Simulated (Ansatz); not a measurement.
Sr, DFT, LDA, all-electron PAW with datasets made for the crystal, scalar-relativistic (Ansatz 0.2.0), run on 1 thread of Intel(R) Xeon(R) Platinum 8488C (Sapphire Rapids) on a shared host.

The geometry is COD entry 9008484, unchecked; take it as a test cell. The listed cell was then made from it by scaling, straining or moving an atom.

Command: `ansatz run input.yaml --threads 1 --pin off --max-ram 3072MiB --backend cpu --events-out ev --progress --plain --runs-dir out`

```yaml
crystal:
  lattice:
    - [0.0, 2.981503, 3.04235]
    - [2.981503, 0.0, 3.04235]
    - [2.981503, 2.981503, 0.0]
  atoms:
    - { symbol: Sr, position: [0.0, 0.0, 0.0] }
kpoints:
  mp_grid: { grid: [10, 10, 10] }
scf:
  occupations: { method: fermi_dirac, width: 0.08 }
hamiltonian:
  xc: lda
  pseudopotentials: { kind: all_electron, datasets: crystal }
output:
  forces: true
  stress: true
  eigenvalues: true
  efg: { contact_densities: true }
```

Question: How large is the problem that the program sets up?

Answer: 102 irreducible k-points, 331 plane waves at Γ, 9 bands.

Question: Estimate the wall time and the peak memory.

Answer: 4.2 s of wall time for 6 SCF iterations, with a peak of 0.37 GiB. Times on shared machines scatter by tens of per cent.
